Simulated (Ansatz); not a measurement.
## Mg5CdTe6 (P-4m2) at 2 levels of theory

One geometry, relaxed with PBE; plane waves with PAW potentials in Ansatz, scalar-relativistic. No spin polarisation. Gaps are the least over mesh and band path; pressure is positive in compression.

```cif
data_structure
_symmetry_space_group_name_H-M 'P-4m2'
_symmetry_Int_Tables_number 115
_cell_length_a 4.6198
_cell_length_b 4.6198
_cell_length_c 19.5475
_cell_angle_alpha 90.000
_cell_angle_beta 90.000
_cell_angle_gamma 90.000
_cell_volume 417.19
loop_
_atom_site_label
_atom_site_type_symbol
_atom_site_symmetry_multiplicity
_atom_site_Wyckoff_symbol
_atom_site_fract_x
_atom_site_fract_y
_atom_site_fract_z
_atom_site_occupancy
Mg1 Mg 2 e 0.00000 0.00000 0.83141 1
Mg2 Mg 2 f 0.50000 0.50000 0.66568 1
Mg3 Mg 1 d 0.00000 0.00000 0.50000 1
Cd1 Cd 1 b 0.50000 0.50000 0.00000 1
Te1 Te 2 g 0.50000 0.00000 0.58284 1
Te2 Te 2 g 0.50000 0.00000 0.25145 1
Te3 Te 2 g 0.00000 0.50000 0.08627 1
```

| level | cutoff (eV) | k mesh | gap (eV) | pressure (GPa) |
| --- | --- | --- | --- | --- |
| PBE | 420 | 6×6×2 | 1.90 | 0.0 |

Q: What comes out on the same cell with LDA?

A:
```csv
level,cutoff (eV),k mesh,gap (eV),pressure (GPa)
LDA,420,6×6×2,1.67,-2.4
```

Spin-orbit coupling matters for the bands of heavy elements and is left out.

The cell was found from a structure generator's guess, not taken from experiment.
